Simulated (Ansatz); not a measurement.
Input, command and steps of an Ansatz relaxation.

```yaml
crystal:
  lattice:
    - [0.0, 5.7198736884, 5.7198736884]
    - [5.7198736884, 0.0, 5.7198736884]
    - [5.7198736884, 5.7198736884, 0.0]
  atoms:
    - { symbol: Cs, position: [0.75, 0.75, 0.75] }
    - { symbol: Cs, position: [0.25, 0.25, 0.25] }
    - { symbol: Ag, position: [0.5, 0.5, 0.5] }
    - { symbol: Sb, position: [0.0, 0.0, 0.0] }
    - { symbol: Br, position: [0.7501812278, 0.2498187722, 0.2498187722] }
    - { symbol: Br, position: [0.2498187722, 0.2498187722, 0.7501812278] }
    - { symbol: Br, position: [0.2498187722, 0.7501812278, 0.7501812278] }
    - { symbol: Br, position: [0.2498187722, 0.7501812278, 0.2498187722] }
    - { symbol: Br, position: [0.7501812278, 0.2498187722, 0.7501812278] }
    - { symbol: Br, position: [0.7501812278, 0.7501812278, 0.2498187722] }
basis:
  ecutwfc: 420
kpoints:
  mp_grid: { grid: [4, 4, 4] }
hamiltonian:
  xc: pbesol
scf:
  occupations: { method: gaussian, width: 0.02 }
output:
  forces: true
  stress: true
  eigenvalues: true
relax:
  adjacent_minimum: "off"
  f_tol: 0.01
  max_steps: 30
```

```bash
ansatz run input.yaml --threads 2 --pin off --max-ram 5120MiB --backend cpu --events-out ev --progress --plain --runs-dir out
```

All numbers below come from Ansatz, DFT PBEsol, scalar-relativistic, plane waves, PAW.

The volume is held at 1.1 times that of the relaxed cell.

Of 3 frames 3 are shown, positions in Å and forces in eV/Å; the SCF threshold varies from step to step.

```xyz
10
Lattice="0.0000 5.7199 5.7199 5.7199 0.0000 5.7199 5.7199 5.7199 0.0000" Properties=species:S:1:pos:R:3:forces:R:3 pbc="T T T" step=1 free_energy_over_end_meV_per_atom=0.49
Cs    8.5798    8.5798    8.5798    0.0000    0.0000    0.0000
Cs    2.8599    2.8599    2.8599    0.0000    0.0000    0.0000
Ag    5.7199    5.7199    5.7199    0.0000    0.0000    0.0000
Sb    0.0000    0.0000    0.0000    0.0000    0.0000    0.0000
Br    2.8579    5.7199    5.7199   -0.0989    0.0000    0.0000
Br    5.7199    5.7199    2.8579    0.0000    0.0000   -0.0989
Br    8.5819    5.7199    5.7199    0.0989    0.0000    0.0000
Br    5.7199    2.8579    5.7199    0.0000   -0.0989    0.0000
Br    5.7199    8.5819    5.7199    0.0000    0.0989    0.0000
Br    5.7199    5.7199    8.5819    0.0000    0.0000    0.0989
10
Lattice="0.0000 5.7199 5.7199 5.7199 0.0000 5.7199 5.7199 5.7199 0.0000" Properties=species:S:1:pos:R:3:forces:R:3 pbc="T T T" step=2 free_energy_over_end_meV_per_atom=0.02
Cs    8.5798    8.5798    8.5798    0.0000    0.0000    0.0000
Cs    2.8599    2.8599    2.8599    0.0000    0.0000    0.0000
Ag    5.7199    5.7199    5.7199    0.0000    0.0000    0.0000
Sb    0.0000    0.0000    0.0000    0.0000    0.0000    0.0000
Br    2.8446    5.7199    5.7199   -0.0184    0.0000    0.0000
Br    5.7199    5.7199    2.8446    0.0000    0.0000   -0.0184
Br    8.5952    5.7199    5.7199    0.0184    0.0000    0.0000
Br    5.7199    2.8446    5.7199    0.0000   -0.0184    0.0000
Br    5.7199    8.5952    5.7199    0.0000    0.0184    0.0000
Br    5.7199    5.7199    8.5952    0.0000    0.0000    0.0184
10
Lattice="0.0000 5.7199 5.7199 5.7199 0.0000 5.7199 5.7199 5.7199 0.0000" Properties=species:S:1:pos:R:3:forces:R:3 pbc="T T T" step=3 free_energy_over_end_meV_per_atom=0.00
Cs    8.5798    8.5798    8.5798    0.0000    0.0000    0.0000
Cs    2.8599    2.8599    2.8599    0.0000    0.0000    0.0000
Ag    5.7199    5.7199    5.7199    0.0000    0.0000    0.0000
Sb    0.0000    0.0000    0.0000    0.0000    0.0000    0.0000
Br    2.8416    5.7199    5.7199    0.0003    0.0000    0.0000
Br    5.7199    5.7199    2.8416    0.0000    0.0000    0.0003
Br    8.5982    5.7199    5.7199   -0.0003    0.0000    0.0000
Br    5.7199    2.8416    5.7199    0.0000    0.0003    0.0000
Br    5.7199    8.5982    5.7199    0.0000   -0.0003    0.0000
Br    5.7199    5.7199    8.5982    0.0000    0.0000   -0.0003
```

The run took 13 s on 2 threads of Intel(R) Xeon(R) Platinum 8375C CPU @ 2.90GHz (Ice Lake), on a shared host, peak memory 0.85 GiB.